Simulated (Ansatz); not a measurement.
BC₃:
```cif
data_C24B8
_chemical_formula_sum 'B8 C24'
_space_group_name_H-M_alt 'Cmcm'
_space_group_IT_number 63
_space_group_name_Hall '-C 2c 2'
_cell_length_a 5.15866
_cell_length_b 8.93874
_cell_length_c 6.57801
_cell_angle_alpha 90.000
_cell_angle_beta 90.000
_cell_angle_gamma 90.000
loop_
_space_group_symop_operation_xyz
  'x, y, z'
  '-x, -y, -z'
  '-x, -y, z+1/2'
  'x, y, -z+1/2'
  'x, -y, -z'
  '-x, y, z'
  '-x, y, -z+1/2'
  'x, -y, z+1/2'
  'x+1/2, y+1/2, z'
  '-x+1/2, -y+1/2, -z'
  '-x+1/2, -y+1/2, z+1/2'
  'x+1/2, y+1/2, -z+1/2'
  'x+1/2, -y+1/2, -z'
  '-x+1/2, y+1/2, z'
  '-x+1/2, y+1/2, -z+1/2'
  'x+1/2, -y+1/2, z+1/2'
loop_
_atom_site_label
_atom_site_type_symbol
_atom_site_symmetry_multiplicity
_atom_site_Wyckoff_symbol
_atom_site_fract_x
_atom_site_fract_y
_atom_site_fract_z
_atom_site_occupancy
B1 B 4 c 0.00000 0.07454 0.25000 1
C1 C 4 c 0.00000 0.24904 0.25000 1
B2 B 4 c 0.00000 0.74106 0.25000 1
C2 C 8 g 0.23809 0.32857 0.25000 1
C3 C 8 g 0.23806 0.48721 0.25000 1
C4 C 4 c 0.00000 0.56675 0.25000 1
```
(The calculation used a cell of 16 atoms; values per cell refer to that cell.)

Relaxed at zero pressure with PBE+D3(BJ) (plane waves, PAW; program Ansatz).

**Question.** The volume is raised by 6 % and shape and atoms relax at that volume. What pressure results, and how do the axes share the change?

**Answer.** -1.1 GPa; a 0.1 %, b 0.1 %, c 5.7 %; the energy rises by 2 meV/atom.

**Question.** Give the new structure.

**Answer.** 
Space group Cmcm (No. 63); a = 5.1657 Å, b = 8.9501 Å, c = 6.9544 Å, α = β = γ = 90.00°

```json
[
 {"atom": "B", "site": "4c", "symmetry": "m2m", "x": "0.0000", "y": "0.0742", "z": "0.2500"},
 {"atom": "C", "site": "4c", "symmetry": "m2m", "x": "0.0000", "y": "0.2487", "z": "0.2500"},
 {"atom": "B", "site": "4c", "symmetry": "m2m", "x": "0.0000", "y": "0.7407", "z": "0.2500"},
 {"atom": "C", "site": "8g", "symmetry": "..m", "x": "0.2380", "y": "0.3282", "z": "0.2500"},
 {"atom": "C", "site": "8g", "symmetry": "..m", "x": "0.2380", "y": "0.4869", "z": "0.2500"},
 {"atom": "C", "site": "4c", "symmetry": "m2m", "x": "0.0000", "y": "0.5663", "z": "0.2500"}
]
```

The phase is kept; no other phase was compared at this pressure.

The start of the workflow was typed in or built on a structure type; neither database checked (COD, Materials Project) lists it. Whether it is the stable phase at ambient conditions was not checked. Symmetry was held in the PBE+D3(BJ) relaxation; its stability against distortions is not shown here. Its formation energy is positive at this level, so the cell may be metastable or incomplete.

Potentials: the earlier of the program's two PAW sets.
